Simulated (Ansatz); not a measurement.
Magnetic orders of IrO

Level of theory: Ansatz 0.2.0, DFT r2SCAN, scalar-relativistic, plane waves, PAW.

```yaml
crystal:
  lattice:
    - [2.78580, 0.00000, 0.00000]
    - [0.00000, 2.78580, 0.00000]
    - [0.00000, 0.00000, 2.78580]
  atoms:
    - { symbol: Ir, position: [0.00000, 0.00000, 0.00000] }
    - { symbol: O, position: [0.50000, 0.50000, 0.50000] }
```

```json
{
 "plane-wave cutoff": "500 eV",
 "Γ-centred k-mesh": "16×16×16",
 "occupation rule": "Gaussian smearing, 0.1 eV",
 "list of starting moments (μB, in atom order)": "2.5 0",
 "check for lower electronic states after the SCF": "on"
}
```

Each order was relaxed in cell and atoms. A propagation vector, in units of the reciprocal vectors, doubles the cell, which takes an equally dense mesh. Spin–orbit coupling is left out, which for heavy magnetic ions can matter as much as these differences. r2SCAN tends to overstate moments in metals, so a weak moment here may be absent in the real material. Site moments are spin moments in atom-centred spheres that scale with the neighbour distance. The states are those that the runs reached from these starts; a lower one can exist.

| start | ends | energy above lowest (meV/atom) | site moments (μB) | gap on mesh (eV) | volume (Å³/atom) |
| --- | --- | --- | --- | --- | --- |
| no spin | non-magnetic | 38.8 | none over 0.05 | metal | 10.81 |
| large parallel starting moments | non-magnetic | 38.8 | none over 0.05 | metal | 10.81 |
| antiferromagnetic, doubled cell, propagation vector (0, 0, 1/2) | antiferromagnetic | 0.00 | Ir +1.31, Ir -1.31 | metal | 11.07 |

Cost: 3 runs of about 8 core-minutes in all, on Oxide Virtual Turin-like Processor (Zen 5) (shared hosts).